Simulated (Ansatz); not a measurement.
PbS (rock salt)

```yaml
crystal:
  lattice:
    - [0.00000, 5.97449, 5.97449]
    - [2.98725, 0.00000, 2.98725]
    - [2.98725, 2.98725, 0.00000]
  atoms:
    - { symbol: S, position: [0.00000, 0.00000, 0.00000] }
    - { symbol: S, position: [0.50000, 0.00000, 0.00000] }
    - { symbol: Pb, position: [0.25000, 0.50000, 0.50000] }
    - { symbol: Pb, position: [0.75000, 0.50000, 0.50000] }
```

The atoms are displaced by Q × the pattern below (from a DFPT mode at L = (0.5, 0.0, 0.0), largest move 1; Q in Å), at fixed cell. It is one choice among 2 degenerate patterns. (q is in reciprocal vectors of the primitive cell; the cell shown is doubled to hold the pattern.)

| atom | x | y | z |
|---|---|---|---|
| Pb3 | 0.285 | -0.520 | 0.805 |
| Pb4 | -0.285 | 0.520 | -0.805 |

Atoms not listed stay in place.

Calculation: r2SCAN (plane waves to 500 eV, PAW, scalar-relativistic; Ansatz, an electronic-structure program). k mesh 5×10×10 (Γ-centred), Fermi-Dirac smearing 0.05 eV. E stands for the smeared free energy. PbS was relaxed with its symmetry unable to fall. Spin-orbit coupling is left out, though Pb is heavy. The zero of ΔE is the undisplaced structure.

| Q (Å) | ΔE (meV/cell) |
|---|---|
| -0.180 | 59.5 |
| -0.120 | 26.1 |
| -0.060 | 6.5 |
| 0.000 | 0.0 |
| 0.060 | 6.5 |
| 0.120 | 26.1 |
| 0.180 | 59.5 |

**Question.** Which DFPT wavenumber at L = (0.5, 0.0, 0.0) belongs to this mode?
(A) 192 cm⁻¹
(B) 107 cm⁻¹
(C) 236 cm⁻¹
(D) 48 cm⁻¹

**Answer.** D, 48 cm⁻¹. The curvature of the scan gives 48 cm⁻¹

(A displaced cell: forces are minus the slopes of the energy, force constants its curvatures, and phonons follow from these.)
